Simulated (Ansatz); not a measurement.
Ansatz (a program for electronic structure) input:

Ansatz 0.2 input:
```yaml
crystal:
  lattice:
    - [5.3854277474, 0.0, 0.0]
    - [0.0, 5.3854277474, 0.0]
    - [0.0, 0.0, 5.3854277474]
  atoms:
    - { symbol: Na, position: [0.5, 0.5, 0.5] }
    - { symbol: Na, position: [0.0, 0.0, 0.0] }
    - { symbol: Cl, position: [0.5, 0.0, 0.75] }
    - { symbol: Cl, position: [0.5, 0.0, 0.25] }
    - { symbol: Cl, position: [0.75, 0.5, 0.0] }
    - { symbol: Cl, position: [0.25, 0.5, 0.0] }
    - { symbol: Cl, position: [0.0, 0.75, 0.5] }
    - { symbol: Cl, position: [0.0, 0.25, 0.5] }
kpoints:
  mp_grid: { grid: [8, 8, 8] }
hamiltonian:
  xc: pbesol
  pseudopotentials: { azcp: { folder: ./paw }, kind: paw }
scf:
  occupations: { method: fermi_dirac, width: 0.1 }
phonons:
  method: dfpt
  response_accuracy: low
  eigenvectors: true
  rigid_motions: translations
```

Output (shortened):

```
Pseudopotential: Na, paw, valence charge 9
Pseudopotential: Cl, paw, valence charge 7
Functional definition: PBEsol
Crystal: 8 atoms, lattice volume = 156.193 Å³
Basis set: ecut = 420 eV, 2969 PW (Γ), exchange–correlation on 72×72×72 points (8 copies of the dense FFT grid, shifted against one another)
Bands: 38, of which v1, the nominal top of the filled ones, is band 30 counted from 1 (29 counted from 0)
Symmetry: 48 space group operations
k-points: 125 of 512 (irreducible under 4 space group operations, time reversal used)
SCF iter   1: F=—  HF=-9326.236063 eV  |F-HF|=—  |Δ(HF+E_count)|=         —  Δρ=7.68e-2  dr2=8.18e0  ethr=3.10e-3  ⟨swp⟩=8.6  Hψ=23828  notcnv=0  defer=113
preconditioner: auto → Resta (q_TF=auto, 2.326 Å⁻¹)
SCF iter   2: F=—  HF=-9323.003259 eV  |F-HF|=—  |Δ(HF+E_count)|=    3.23e0  Δρ=3.15e-2  dr2=2.13e0  ethr=3.10e-3  ⟨swp⟩=3.2  Hψ=10873  notcnv=0  defer=206
SCF iter   3: F=—  HF=-9321.943664 eV  |F-HF|=—  |Δ(HF+E_count)|=    1.06e0  Δρ=7.00e-3  dr2=1.79e-1  ethr=3.10e-3  ⟨swp⟩=4.2  Hψ=9591  notcnv=0  defer=206
SCF iter   4: F=—  HF=-9321.846527 eV  |F-HF|=—  |Δ(HF+E_count)|=   9.71e-2  Δρ=2.17e-3  dr2=7.56e-3  ethr=2.99e-4  ⟨swp⟩=4.0  Hψ=10326  notcnv=0  defer=206
SCF iter   5: F=—  HF=-9321.846199 eV  |F-HF|=—  |Δ(HF+E_count)|=   3.28e-4  Δρ=2.40e-4  dr2=7.34e-5  ethr=1.26e-5  ⟨swp⟩=2.1  Hψ=8294  notcnv=0  defer=206
SCF iter   6: F=—  HF=-9321.846292 eV  |F-HF|=—  |Δ(HF+E_count)|=   9.28e-5  Δρ=3.59e-5  dr2=1.64e-6  ethr=1.22e-7  ⟨swp⟩=2.0  Hψ=8052  notcnv=0  defer=206
SCF iter   7: F=—  HF=-9321.846291 eV  |F-HF|=—  |Δ(HF+E_count)|=   1.06e-6  Δρ=8.28e-6  dr2=1.18e-7  ethr=2.74e-9  ⟨swp⟩=2.1  Hψ=7477  notcnv=0  defer=206
SCF iter   8: F=—  HF=-9321.846291 eV  |F-HF|=—  |Δ(HF+E_count)|=   1.09e-8  Δρ=1.45e-6  dr2=2.32e-9  ethr=1.97e-10  ⟨swp⟩=2.0  Hψ=7204  notcnv=0  defer=206
SCF iter  10: F=-9321.846291 eV  HF=-9321.846291 eV  |F-HF|=3.64e-12  |Δ(HF+E_count)|=  3.64e-11  Δρ=4.40e-8  dr2=1.15e-12  ethr=1.00e-12  ⟨swp⟩=16.9  Hψ=31209  notcnv=0
SCF 1 converged in 10 iterations: F = -9321.846291 eV  dr2 = 1.15e-12
DFPT response loops at Γ: preconditioner auto → Kerker (q_TF=auto, 2.326 Å⁻¹) (partly filled bands, converged f_vac=0.000) …
SCF converged after 10 iterations
Free energy (F): -9321.846291 eV
Harris-Foulkes:  -9321.846291 eV  (|F-HF|=3.64e-12)
Internal energy: -9321.738271 eV  (E = F + TS)
E sigma→0 (E₀):  -9321.792281 eV
Entropy (-TS):   -0.108019 eV (-13.502 meV/atom)
Fermi energy:    3.530899 eV
--- Per-component energies (eV) ---
  E_band       = -471.144725
  E_kinetic    = 1135.256983
  E_local      = -3828.171899  (includes V_loc(G=0)·N_el)
  E_nonlocal   = 747.928950
  E_hartree    = 1236.465220
  E_xc         = -708.120074
  E_vxc        = -786.449724  (∫ρ·V_xc dr)
  E_paw        = -4414.883926  (= ΣΔE_a)
  E_vpaw       = -212.640149  (= ΣTr[D̂ρ^β])
  E_aug_tail   = 0.000710  (compensation charges beyond the density's cutoff)
  E_ewald      = -3490.794216
  E_core_change = 0.579981  (= ΣΔE_core)
  E_smearing   = -0.108019  (= −TS)
  E_closure    =  0.000000  (closes the sum)
  Σ components = -9321.846291   (vs F -9321.846291, Δ=0.00e0)
  [band-id]    e_kinetic+e_local+e_nonlocal+2·e_hartree+e_vxc+e_vpaw+e_augmentation_tail = -471.144689   (vs E_band -471.144725, Δ=3.63e-5)
--- Band table (eV; the first three rows and the last of 125) ---
  k-point 0: bands = ["-45.9171", "-45.9170", "-18.0025", "-18.0025", "-18.0025", "-17.9989", "-17.9989", "-17.9989", "-11.6260", "-10.5627", "-10.5627", "-9.2605", "-9.2605", "-9.2605", "-1.1885", "-1.1885", "-0.5670", "0.0181", "0.0181", "0.0181", "2.0040", …
  k-point 1: bands = ["-45.9171", "-45.9170", "-18.0027", "-18.0024", "-18.0024", "-17.9994", "-17.9990", "-17.9990", "-11.5870", "-10.6032", "-10.5271", "-9.3334", "-9.2600", "-9.2600", "-1.1873", "-1.1185", "-0.5273", "0.0100", "0.0100", "0.1852", "1.9072", …
  k-point 2: bands = ["-45.9170", "-45.9170", "-18.0032", "-18.0019", "-18.0019", "-18.0006", "-17.9994", "-17.9994", "-11.4748", "-10.7190", "-10.4220", "-9.5251", "-9.2586", "-9.2586", "-1.1850", "-1.0998", "-0.1228", "-0.0119", "-0.0119", "0.5458", …
  k-point 124: bands = ["-45.9170", "-45.9170", "-18.0025", "-18.0025", "-18.0025", "-18.0025", "-18.0025", "-18.0025", "-10.2205", "-10.2205", "-10.2205", "-10.2205", "-10.2205", "-10.2205", "-0.1134", "-0.1134", "1.1696", "1.1696", "1.1696", "1.1696", …
--- Phonons (Γ-DFPT): 3 representative perturbations + reference, on 125 of 512 k-points (Σ response iterations 9) ---
  ASR residual: 1.310e-4 → 0.000e0 eV/Å²; symmetrization residual: 5.805e-6 eV/Å²
  ASR residual per site (eV/Å²): 2.22e-5 2.22e-5 1.31e-4 1.31e-4 1.31e-4 1.31e-4 1.31e-4 1.31e-4
  Γ frequencies (cm⁻¹): -30.78 0.00 0.00 0.00 91.55 91.55 91.55 101.53 101.53 101.53 106.30 106.30 122.13 122.13 122.13 157.98 157.98 157.98 173.01 173.01 173.01 185.92 185.92 185.92
  non-analytic LO–TO correction: not included (Born effective charges unavailable; polar crystals: no LO–TO splitting at Γ)
```

Cost: about 2.1 core-minutes (a rough figure) on shared cores.

Space group Pm-3n (A15 (Cr3Si type)). The first step of the workflow began from a Materials Project structure, measured or hypothetical; the Crystallography Open Database copy checked does not list it. Whether it is the stable phase at ambient conditions was not checked. The PBEsol relaxation kept the symmetry of its start. At this level the phase is mechanically unstable. As this level gives no gap, phonon frequencies hold no LO–TO term and depend on the k-mesh and smearing (Fermi–Dirac, 0.1 eV here).

Potentials: the earlier of the program's two PAW sets. The files were generated under PBE; for other functionals the program regenerates the frozen cores, and for LDA and PBEsol the local potential too.

Ansatz is a plane-wave DFT program.
